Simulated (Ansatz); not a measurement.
Input, command and steps of an Ansatz relaxation.

```yaml
crystal:
  lattice:
    - [2.5128978402, -5.3316389695, -0.0042195067]
    - [3.3394281955, 5.8088364941, -0.0007165724]
    - [-0.0078977266, 0.0032358721, 9.3407407094]
  atoms:
    - { symbol: V, position: [0.2351045063, 0.3575196287, 0.3546481069] }
    - { symbol: V, position: [0.7390785451, 0.8871785065, 0.853760766] }
    - { symbol: V, position: [0.2263352765, 0.8753901494, 0.3543635181] }
    - { symbol: Nb, position: [0.2627754015, 0.1317864424, 0.1488345847] }
    - { symbol: Nb, position: [0.7539428369, 0.1162352996, 0.6360209649] }
    - { symbol: Nb, position: [0.7586284489, 0.638839042, 0.6472550338] }
    - { symbol: Nb, position: [0.7464244068, 0.8773617437, 0.3797089663] }
    - { symbol: Hf, position: [0.2547875875, 0.1277694889, 0.6080263422] }
    - { symbol: Hf, position: [0.2514858471, 0.6244439549, 0.6079571614] }
    - { symbol: Hf, position: [0.7536026555, 0.6420124965, 0.118322349] }
    - { symbol: Hf, position: [0.7520369172, 0.3762265695, 0.3811706516] }
    - { symbol: Hf, position: [0.2567241453, 0.3754220743, 0.8852643231] }
    - { symbol: Hf, position: [0.2428768615, 0.868397543, 0.8846803772] }
    - { symbol: Ta, position: [0.7522647195, 0.1134163802, 0.1219396383] }
    - { symbol: Ta, position: [0.2399318512, 0.6202380958, 0.1506400389] }
    - { symbol: Ta, position: [0.7496390523, 0.3565997096, 0.8674657736] }
  symmetry: { detect: false }
basis:
  ecutwfc: 420
kpoints:
  mp_grid: { grid: [4, 4, 3] }
hamiltonian:
  xc: pbe
scf:
  occupations: { method: gaussian, width: 0.1 }
  lower_state_search: "off"
output:
  forces: true
  stress: true
  eigenvalues: true
relax:
  adjacent_minimum: "off"
  f_tol: 0.04
  max_steps: 25
  cell: { stress_tol: 0.3 }
```

```bash
ansatz run input.yaml --threads 4 --pin off --max-ram 9216MiB --backend cpu --events-out ev --progress --plain --runs-dir out
```

Theory: Ansatz 0.2.0, DFT PBE, scalar-relativistic, plane waves, PAW.

Of 6 frames 5 are shown, positions in Å and forces in eV/Å; the SCF threshold varies from step to step. Steps run on the plane waves of an earlier cell, with a Pulay correction in the pressure. The basis is chosen afresh for the last frame, the zero of the energies, and at times for earlier ones too; energy and pressure can step there, also at an unchanged geometry. Where two frames share a geometry here, they differ by under 2 meV/atom and 0.3 GPa. The mark taken_back stands on steps that the optimiser undid.

```xyz
16
Lattice="2.5129 -5.3316 -0.0042 3.3394 5.8088 -0.0007 -0.0079 0.0032 9.3407" Properties=species:S:1:pos:R:3:forces:R:3 pbc="T T T" step=1 free_energy_over_end_meV_per_atom=3.32 pressure_GPa=-0.34
V     1.7819    0.8244    3.3114    0.0558   -0.0346    0.1328
V     4.8132    1.2157    7.9710    0.0566   -0.0954    0.1770
V     3.4893    3.8794    3.3084    0.0609   -0.0563    0.1407
Nb    1.0992   -0.6350    1.3890    0.0168    0.0068   -0.1251
Nb    2.2777   -3.3425    5.9376   -0.0031    0.0266   -0.1706
Nb    4.0346   -0.3317    6.0422   -0.0439    0.0247   -0.2012
Nb    4.8026    1.1180    3.5430    0.0587   -0.0055   -0.1164
Hf    1.0621   -0.6143    5.6783    0.0433    0.0034    0.1477
Hf    2.7124    2.2884    5.6773   -0.0282    0.0127    0.1210
Hf    4.0367   -0.2882    1.1016   -0.1125   -0.0373    0.1823
Hf    3.1432   -1.8229    3.5570   -0.0874   -0.0562   -0.1990
Hf    1.8918    0.8149    8.2677   -0.0628    0.0449   -0.1762
Hf    3.5033    3.7523    8.2619    0.0078    0.0343   -0.1340
Ta    2.2681   -3.3516    1.1358    0.0362    0.1327    0.1963
Ta    2.6730    2.3241    1.4056   -0.0999    0.0450   -0.1224
Ta    3.0678   -1.9226    8.0994    0.1015   -0.0456    0.1470
16
Lattice="2.4676 -5.2932 -0.0173 3.3292 5.7905 0.0063 -0.0190 0.0209 9.3379" Properties=species:S:1:pos:R:3:forces:R:3 pbc="T T T" step=2 free_energy_over_end_meV_per_atom=3.83 pressure_GPa=1.67 taken_back
V     1.7878    0.8214    3.3286    0.0985   -0.0189   -0.0785
V     4.7776    1.2114    7.9825    0.0055    0.0106   -0.0347
V     3.4743    3.8592    3.3297    0.0501   -0.0346   -0.0368
Nb    1.0631   -0.6116    1.3826   -0.0593    0.0057   -0.0929
Nb    2.2338   -3.3110    5.9173   -0.0197    0.0017    0.0648
Nb    3.9840   -0.2885    5.9828   -0.0135   -0.0096    0.0125
Nb    4.7767    1.1365    3.5142   -0.1684    0.0399    0.2154
Hf    1.0648   -0.6034    5.7111   -0.0435    0.0114   -0.2120
Hf    2.6756    2.3079    5.7096    0.0207    0.0400   -0.1925
Hf    3.9441   -0.2687    1.1539    0.1684    0.0606   -0.2830
Hf    3.0746   -1.8239    3.4973    0.0828    0.0585    0.5129
Hf    1.8636    0.8352    8.2137    0.0896   -0.1058    0.3334
Hf    3.4977    3.7693    8.2241   -0.0544    0.0370    0.2829
Ta    2.2229   -3.2761    1.1697   -0.0512   -0.2217   -0.3199
Ta    2.6193    2.3428    1.3861   -0.0534    0.0494   -0.0328
Ta    3.0648   -1.8907    8.1131   -0.0522    0.0756   -0.1388
16
Lattice="2.4817 -5.3169 -0.0096 3.3425 5.8138 0.0049 -0.0083 0.0125 9.3689" Properties=species:S:1:pos:R:3:forces:R:3 pbc="T T T" step=3 free_energy_over_end_meV_per_atom=0.41 pressure_GPa=-0.09
V     1.7955    0.8210    3.3276    0.0606   -0.0097    0.0044
V     4.8033    1.2194    8.0057    0.0337   -0.0138    0.0152
V     3.4974    3.8760    3.3298    0.0419   -0.0310    0.0211
Nb    1.0827   -0.6249    1.3867   -0.0308    0.0071   -0.0517
Nb    2.2501   -3.3268    5.9488   -0.0139    0.0068   -0.0125
Nb    4.0078   -0.2997    6.0287   -0.0344    0.0117   -0.0447
Nb    4.7886    1.1367    3.5446   -0.0194    0.0117    0.0116
Hf    1.0636   -0.6049    5.7117    0.0005    0.0051    0.0196
Hf    2.6980    2.3104    5.7134   -0.0025    0.0148    0.0115
Hf    3.9911   -0.2699    1.1327    0.0076    0.0027    0.0218
Hf    3.1101   -1.8241    3.5508   -0.0028   -0.0151   -0.0112
Hf    1.8843    0.8282    8.2728   -0.0099   -0.0077    0.0094
Hf    3.5083    3.7756    8.2758   -0.0090    0.0203    0.0057
Ta    2.2398   -3.3202    1.1559   -0.0050   -0.0064    0.0178
Ta    2.6407    2.3457    1.3964   -0.0504    0.0217   -0.0122
Ta    3.0685   -1.9033    8.1322    0.0339   -0.0183   -0.0058
16
Lattice="2.4592 -5.3092 -0.0174 3.3508 5.8234 0.0177 -0.0014 0.0292 9.3781" Properties=species:S:1:pos:R:3:forces:R:3 pbc="T T T" step=4 free_energy_over_end_meV_per_atom=0.60 pressure_GPa=0.11 taken_back
V     1.8912    0.8067    3.3326   -0.1150   -0.0096    0.0155
V     4.8047    1.2435    8.0110    0.0354    0.0397    0.0255
V     3.5161    3.8659    3.3442    0.0432   -0.0489    0.0272
Nb    1.0583   -0.6096    1.3982    0.1258   -0.1085   -0.0855
Nb    2.2262   -3.2950    5.9497   -0.0378   -0.0142    0.0762
Nb    3.9685   -0.2496    6.0153    0.0126   -0.0465   -0.0514
Nb    4.7524    1.1557    3.5641    0.0852    0.0271   -0.0525
Hf    1.0484   -0.5779    5.7117    0.0146   -0.0079    0.0198
Hf    2.6914    2.3590    5.7442   -0.0049   -0.0129    0.0062
Hf    3.9708   -0.2503    1.1390   -0.0446    0.0225    0.0705
Hf    3.1087   -1.8396    3.5458   -0.0330    0.0850    0.0242
Hf    1.8888    0.8332    8.2871   -0.0212    0.0202   -0.0260
Hf    3.5266    3.8202    8.2970    0.0023   -0.0327   -0.0232
Ta    2.2145   -3.3247    1.1566   -0.0402    0.0971   -0.0342
Ta    2.6194    2.3644    1.3961   -0.0006   -0.0346    0.0049
Ta    3.0854   -1.8908    8.1360   -0.0218    0.0243    0.0028
16
Lattice="2.4658 -5.3089 -0.0108 3.3482 5.8177 0.0156 0.0063 0.0214 9.3807" Properties=species:S:1:pos:R:3:forces:R:3 pbc="T T T" step=6 free_energy_over_end_meV_per_atom=0.00 pressure_GPa=0.02
V     1.8428    0.8077    3.3308    0.0091    0.0128    0.0119
V     4.8173    1.2316    8.0240   -0.0007   -0.0039   -0.0137
V     3.5269    3.8595    3.3442    0.0090    0.0033   -0.0116
Nb    1.0747   -0.6235    1.3842    0.0094    0.0088   -0.0055
Nb    2.2369   -3.3064    5.9625   -0.0074   -0.0020   -0.0036
Nb    3.9903   -0.2697    6.0238    0.0051    0.0038    0.0037
Nb    4.7801    1.1525    3.5624   -0.0192   -0.0025   -0.0097
Hf    1.0616   -0.5888    5.7226   -0.0046    0.0008    0.0000
Hf    2.6975    2.3367    5.7373   -0.0057   -0.0008   -0.0058
Hf    3.9786   -0.2528    1.1499   -0.0125    0.0048   -0.0031
Hf    3.1092   -1.8263    3.5562    0.0076   -0.0077    0.0039
Hf    1.8947    0.8342    8.2875   -0.0015   -0.0024    0.0005
Hf    3.5259    3.7973    8.2950    0.0025   -0.0053   -0.0001
Ta    2.2213   -3.3140    1.1595   -0.0166   -0.0132    0.0187
Ta    2.6212    2.3577    1.4004    0.0285    0.0032    0.0126
Ta    3.0853   -1.8901    8.1446   -0.0029    0.0000    0.0019
```

It took 2.4 min on 4 threads of Intel(R) Xeon(R) 6975P-C (Granite Rapids), on a shared host, peak memory 2.1 GiB.

The k mesh is coarse. Spin–orbit coupling is left out, which can shift energies with elements as heavy as these. Spin polarisation was left out, and a magnetic state may lie lower.